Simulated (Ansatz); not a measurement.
WS2 in space group R3m (No. 160; W on 3a, S on 3a, S on 3a), r²SCAN+D4 (plane waves, PAW; program Ansatz), all energies at zero smearing, with the estimated change up to a 700 eV cutoff added, with one set of potentials and settings (totals compare only within such a set). Cell of 3 atoms (1 W, 2 S): -12212.110 eV.

```json
[
 {"element": "W", "reference phase": "Im-3m, 1 atoms in the cell", "E (eV/atom)": "-10397.5157"},
 {"element": "S", "reference phase": "P2/c, 32 atoms in the cell", "E (eV/atom)": "-905.9104"}
]
```

Formation energy per atom, worked out: (-12212.110 − 1×(-10397.5157) − 2×(-905.9104))/3 = -0.925 eV/atom (-89 kJ per mol of atoms), at 0 K, without zero-point energy or fitted corrections.

The workflow started from a Materials Project entry (that database holds measured and hypothetical structures alike); the Crystallography Open Database files this formula in space group No. 160, but the cells were not matched. It is not the phase usual at ambient conditions (space group No. 194). The r²SCAN+D4 relaxation kept the symmetry of its start; whether a distortion lowers the energy is not shown. The run is not spin-polarised. The references are the lowest solids computed at this level, not always the standard phases. Scalar-relativistic: spin–orbit coupling is off unless named, which matters more the heavier the elements.

Potentials: the later of the program's two PAW sets.
